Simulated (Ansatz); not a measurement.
Cs$_{2}$LiScCl$_{6}$ (Fm-3m), zone-centre modes

These are results of DFT PBEsol, scalar-relativistic, plane waves, PAW in Ansatz 0.2.0, not measurements. Cutoff 420 eV, Γ-centred 4×4×4 k-points, Gaussian smearing of 0.05 eV. No spin polarisation.

Zero of the scan (relaxed at this level; it needn't be the usual structure):

```
Cs Li Sc Cl
1.0
     0.00000    5.07336    5.07336
     5.07336    0.00000    5.07336
     5.07336    5.07336    0.00000
Cs Li Sc Cl
2 1 1 6
Direct
  0.75000 0.75000 0.75000
  0.25000 0.25000 0.25000
  0.50000 0.50000 0.50000
  0.00000 0.00000 0.00000
  0.75573 0.24427 0.24427
  0.24427 0.24427 0.75573
  0.24427 0.75573 0.75573
  0.24427 0.75573 0.24427
  0.75573 0.24427 0.75573
  0.75573 0.75573 0.24427
```

Harmonic modes by finite displacements of 0.02 Å, without the LO–TO term.

(1) At this geometry, is the structure stable against these modes?

(2) List the wavenumbers in cm⁻¹.

## Answers

(1) Yes: no mode is imaginary beyond 10 cm⁻¹, and only the three translations lie near zero.

(2) 0, 0, 0, 54, 54, 54, 61, 61, 61, 73, 73, 73, 103, 103, 103, 137, 137, 137, 148, 148, 148, 183, 183, 183, 193, 193, 283, 300, 300, 300.

Cost: 1 run of about 2.3 core-minutes, on Arm Neoverse N1 (shared hosts).